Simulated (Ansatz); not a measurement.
FeI2 (P-3m1); total moment held at 5 μB.

```xyz
3
Lattice="4.0400 0.0000 0.0000 -2.0200 3.4987 0.0000 0.0000 0.0000 6.7500" Properties=species:S:1:pos:R:3 pbc="T T T"
Fe    0.0000    0.0000    0.0000
I     0.0000    2.3325    1.6875
I     2.0200    1.1662    5.0625
```

Geometry: a structure as deposited in COD (the entry's cell lengths or inner coordinates differ somewhat from later room-temperature determinations); nothing is relaxed.

Functional, mesh and filling: PBEsol, 8×8×5 k mesh, Fermi–Dirac smearing of 0.05 eV. LAPW is all-electron LAPW in Ansatz 0.2.0. Site moments are integrated in spheres about the atoms. Start moments (μB): Fe1 4.417, I2 0.292, I3 0.291.

Iteration by iteration:

```tsv
iteration	Harris–Foulkes energy less the last (meV)	density residual (eV)	M (μB)	∫|m| (μB)
1	43.189	8.3e-02	5.0000	5.0003
2	24.886	5.0e-02	5.0000	5.0006
3	-12.791	1.0e-01	5.0000	5.0010
4	14.350	3.5e-02	5.0000	5.0009
5	-0.002	4.8e-03	5.0000	5.0027
6	0.023	1.3e-03	5.0000	5.0029
7	0.019	1.9e-04	5.0000	5.0028
8	0.014	9.1e-05	5.0000	5.0028
9	0.002	2.1e-05	5.0000	5.0028
10	-0.002	1.0e-05	5.0000	5.0028
11	0.000	3.1e-07	5.0000	5.0028
12	0.000	1.2e-07	5.0000	5.0028
13	0.000	1.2e-07	5.0000	5.0028
14	0.000	1.9e-08	5.0000	5.0028
```

Site moments (μB): Fe1 3.97, I2 0.33, I3 0.33. Cell moment 5.00 μB.

The Ansatz runs typed with the search for lower states off end where their start leads. Spin–orbit coupling is left out although heavy atoms are present. None of this fixes the real material's magnetic order: only patterns that fit the cell were computed, at zero temperature, with a functional that can overstate moments.
